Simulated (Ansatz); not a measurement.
Sc2Al in space group P6_3/mmc (No. 194; Sc on 2a, Sc on 2d, Al on 2c) at seven volumes, plane-wave PAW r²SCAN (Ansatz code), shape and atoms relaxed at each. One row is withheld.

| V (Å³/atom) | P (GPa) |
|---|---|
| 19.347 | 8.23 |
| 19.985 | 5.10 |
| 20.623 | 2.37 |
| 21.261 | 0.00 |
| 21.899 | ? |
| 22.536 | -3.86 |
| 23.174 | -5.41 |

**Question.** Fit the shown pressures and predict the withheld one.

**Answer.** Third-order Birch–Murnaghan: P = (3/2)B₀(x^(7/2) − x^(5/2))[1 + (3/4)(B′ − 4)(x − 1)] with x = (V₀/V)^(2/3). Least squares on the six rows gives V₀ = 21.261 Å³/atom, B₀ = 73.56 GPa, B′ = 3.63. At V = 21.899, x = 0.9805 and P = -2.06 GPa. The run itself gave -2.06 GPa.

The workflow started from a Materials Project entry (that database holds measured and hypothetical structures alike); the Crystallography Open Database copy checked does not list it. Its standing as an ambient phase is unchecked. The cell was relaxed with r²SCAN under the symmetry of its start; its stability against distortions is not shown here. No spin polarisation was allowed.

Potentials: the later of the program's two PAW sets.
